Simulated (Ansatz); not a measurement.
Cs₂NaScF₆:
Space group Fm-3m (No. 225); a = 8.5866 Å, b = 8.5866 Å, c = 8.5866 Å, α = 90.00°, β = 90.00°, γ = 90.00°

| atom | site | symmetry | x | y | z |
|---|---|---|---|---|---|
| Cs | 8c | -43m | 0.2500 | 0.2500 | 0.2500 |
| Na | 4b | m-3m | 0.5000 | 0.5000 | 0.5000 |
| Sc | 4a | m-3m | 0.0000 | 0.0000 | 0.0000 |
| F | 24e | 4m.m | 0.0000 | 0.0000 | 0.2331 |
(The calculation used a cell of 10 atoms; values per cell refer to that cell.)

Relaxed with LDA.

**Question.** Give the optical modes at the zone centre with their infrared and Raman activity from DFPT, plane-wave PAW LDA (Ansatz code).

**Answer.** Transverse frequencies, without the LO–TO term; a row sums one degenerate level.

```csv
ω (cm⁻¹),degeneracy,IR ((D/Å)²/amu),Raman (Å⁴/amu),activity,symmetry
82,3,0.00,0.74,Raman,T2g
113,3,0.00,0,silent,T1g
116,3,5.44,0,IR,T1u
161,3,0.00,0,silent,T2u
194,3,17.30,0,IR,T1u
230,3,0.00,9.5,Raman,T2g
246,3,2.62,0,IR,T1u
380,2,0.00,3.8,Raman,Eg
460,3,33.39,0,IR,T1u
501,1,0.00,16,Raman,A1g
```

**Question.** How high does the top mode go among those that the LO–TO term moves?

**Answer.** 534 cm⁻¹ for q along x.

The first step of the workflow began from a Materials Project structure, measured or hypothetical; the Crystallography Open Database copy checked does not list it. Its standing as an ambient phase is unchecked. The cell was relaxed with LDA under the symmetry of its start; phonons on a q-mesh show no instability. No spin polarisation was allowed. Scalar-relativistic: spin–orbit coupling is off unless named, which matters more the heavier the elements.

Potentials: the later of the program's two PAW sets.
